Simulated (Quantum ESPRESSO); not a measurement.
## Kohn-Sham bands of InP (zinc blende)

```yaml
crystal:
  lattice:
    - [0.00000, 2.95198, 2.95198]
    - [2.95198, 0.00000, 2.95198]
    - [2.95198, 2.95198, 0.00000]
  atoms:
    - { symbol: In, position: [0.00000, 0.00000, 0.00000] }
    - { symbol: P, position: [0.75000, 0.75000, 0.75000] }
```

Cell from Materials Project (mp-20351), symmetrised, no further relaxation. COD (Crystallography Open Database) has an entry of this formula and space group (matched by these alone). Method: LDA plane waves in Quantum ESPRESSO 7.5 (PseudoDojo norm-conserving files, 56 Ry, no spin polarisation, no spin-orbit coupling), Bloch states on a 10×10×10 mesh through Γ, Wannier90 4.0.1. Density: 10×10×10 mesh, Gaussian smearing 0.01 Ry. Spin-orbit coupling is left out although heavy elements are present.

Energies are relative to the valence-band maximum; weights are on the orthonormalised atomic waves of the pseudopotential files, averaged over the group. 18 electrons a cell are treated as valence.

| bands | from (eV) | to (eV) | filling | weight on atomic waves |
|---|---|---|---|---|
| 1–5 | -14.34 | -14.00 | filled | (withheld) |
| 6 | -11.41 | -9.01 | filled | (withheld) |
| 7–9 | -5.78 | 0.00 | filled | (withheld) |

### Question
Which atomic shells make up each group?

### Answer

- 1–5, weight on atomic waves: In 4d 98 %
- 6, weight on atomic waves: P 3s 58 %, In 5p 23 %, In 5s 12 %
- 7–9, weight on atomic waves: P 3p 62 %, In 5p 21 %, In 5s 13 %

The Kohn-Sham gap over both meshes and the path is 0.37 eV.
